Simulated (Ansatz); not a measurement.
GePdS3:
```cif
data_Ge2Pd2S6
_chemical_formula_sum 'Ge2 Pd2 S6'
_space_group_name_H-M_alt 'P 1'
_space_group_IT_number 1
_cell_length_a 7.35382
_cell_length_b 7.35382
_cell_length_c 9.13858
_cell_angle_alpha 73.608
_cell_angle_beta 106.392
_cell_angle_gamma 152.759
loop_
_space_group_symop_operation_xyz
  'x, y, z'
loop_
_atom_site_label
_atom_site_type_symbol
_atom_site_fract_x
_atom_site_fract_y
_atom_site_fract_z
_atom_site_occupancy
Ge1 Ge 0.08537 0.91463 0.30674 1
Ge2 Ge 0.91463 0.08537 0.69326 1
Pd1 Pd 0.38665 0.61335 0.02796 1
Pd2 Pd 0.61335 0.38665 0.97204 1
S1 S 0.62864 0.37136 0.46549 1
S2 S 0.37136 0.62864 0.53451 1
S3 S 0.17633 0.82367 0.14483 1
S4 S 0.82367 0.17633 0.85517 1
S5 S 0.92306 0.07694 0.20693 1
S6 S 0.07694 0.92306 0.79307 1
```

Relaxed with r²SCAN+D4.

Problem. Tabulate the valence density and the electron localisation function along the shortest Pd–S contact (2.33 Å), the program Ansatz at the r²SCAN+D4 level (PAW).

Solution. 

```csv
distance from Pd (Å),density (e/Å³),ELF
0.23,12.62,0.33
0.35,10.81,0.42
0.47,8.24,0.46
0.58,5.45,0.44
0.70,3.08,0.36
0.82,1.57,0.26
0.93,0.89,0.20
1.05,0.67,0.23
1.17,0.63,0.41
1.28,0.70,0.68
1.40,0.83,0.83
1.52,1.01,0.89
1.63,1.17,0.88
1.75,1.23,0.82
1.87,1.12,0.64
1.98,0.81,0.31
2.10,0.42,0.06
```

The density is the valence pseudo-density with augmentation charge, so density and ELF within about 1 Å of a nucleus are not all-electron values.

Space group C2/m. The workflow started from a Materials Project entry (that database holds measured and hypothetical structures alike); the Crystallography Open Database copy checked does not list it. Whether it is the stable phase at ambient conditions was not checked. The cell was relaxed with r²SCAN+D4 under the symmetry of its start; whether a distortion lowers the energy is not shown. No spin polarisation was allowed.

Potentials: the later of the program's two PAW sets.
